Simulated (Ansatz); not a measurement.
BAs:
```yaml
crystal:
  lattice:
    - [3.42900, 0.00000, 0.00000]
    - [-1.71450, 2.96960, 0.00000]
    - [0.00000, 0.00000, 7.40259]
  atoms:
    - { symbol: B, position: [0.50000, 0.00000, 0.50000] }
    - { symbol: B, position: [0.00000, 0.50000, 0.16667] }
    - { symbol: B, position: [0.50000, 0.50000, 0.83333] }
    - { symbol: As, position: [0.50000, 0.00000, 0.00000] }
    - { symbol: As, position: [0.00000, 0.50000, 0.66667] }
    - { symbol: As, position: [0.50000, 0.50000, 0.33333] }
```

Relaxed with PBEsol. Special points in fractions of this cell's reciprocal vectors: Γ (0.000, 0.000, 0.000); M (0.500, 0.000, 0.000); K (0.333, 0.333, 0.000); A (0.000, 0.000, 0.500); L (0.500, 0.000, 0.500); H (0.333, 0.333, 0.500).

List the band energies nearest the valence-band maximum at these points for plane-wave PAW PBEsol (Ansatz code).

In eV from the valence-band maximum; about four levels below and three above (degenerate sets whole), none deeper than 8.9 eV; points with the same levels are listed once.

```
k                          below           above
-  -----------------------------  --------------
Γ         -1.26 -1.26 -0.95 0.00  2.13 2.13 2.60
M        -4.16 -3.18 -2.82 -2.54  0.31 0.63 0.84
K  -5.70 -5.70 -3.50 -2.59 -2.59  0.67 2.30 2.30
A        -1.19 -1.17 -1.17 -0.74  1.91 2.47 2.62
L        -3.88 -3.63 -3.38 -3.01  1.74 2.17 2.52
H        -5.78 -5.78 -3.26 -2.78  2.71 3.67 3.67
```

Space group P6_222. The start of the workflow was typed in or built on a structure type; neither database checked (COD, Materials Project) lists it. It is not the phase usual at ambient conditions (space group No. 216). The PBEsol relaxation kept the symmetry of its start; whether a distortion lowers the energy is not shown. Its formation energy is positive at this level, so the cell may be metastable or incomplete. Spin–orbit coupling is left out wherever it is not named.

Potentials: the earlier of the program's two PAW sets. The files were generated under PBE; for other functionals the program regenerates the frozen cores, and for LDA and PBEsol the local potential too.
